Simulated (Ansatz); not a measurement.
Rb2CuSbCl6 in space group Fm-3m (No. 225; Rb on 8c, Cu on 4b, Sb on 4a, Cl on 24e), plane-wave PAW LDA (Ansatz code). The conduction-band minimum lies at L, with 4 equivalent valleys. Second derivatives d²E/dk² of the lowest band at one valley (eV·Å²), along Cartesian directions:

```csv
direction,d²E/dk²
[100],21.17
[010],21.17
[001],21.17
[110],18.73
[101],23.57
[011],23.57
```

**Question.** Find the principal effective masses, the density-of-states mass and the conductivity mass.

**Answer.** Off-diagonal terms follow from H_xy = H[110] − (H_xx + H_yy)/2, and m*/mₑ = 7.620 eV·Å² over each eigenvalue: 0.32, 0.32, 0.47. One valley's DOS mass (m₁m₂m₃)^(1/3) = 0.37, conductivity mass 3/(Σ 1/mᵢ) = 0.36 mₑ.

**Question.** What effective density of states Nc follows at 300 K for parabolic valleys?

**Answer.** Nc = 2.509e19 × 4 × (0.37)^(3/2) ≈ 2.3e19 cm⁻³.

The workflow started from a Materials Project entry (that database holds measured and hypothetical structures alike); the Crystallography Open Database copy checked does not list it. Its standing as an ambient phase is unchecked. Symmetry was held in the LDA relaxation; phonons on a q-mesh show weakly imaginary modes. No spin polarisation was allowed. Spin–orbit coupling is left out wherever it is not named.

Potentials: the later of the program's two PAW sets.

Edges and masses are those of Kohn–Sham bands, whose gap is no quasiparticle gap.
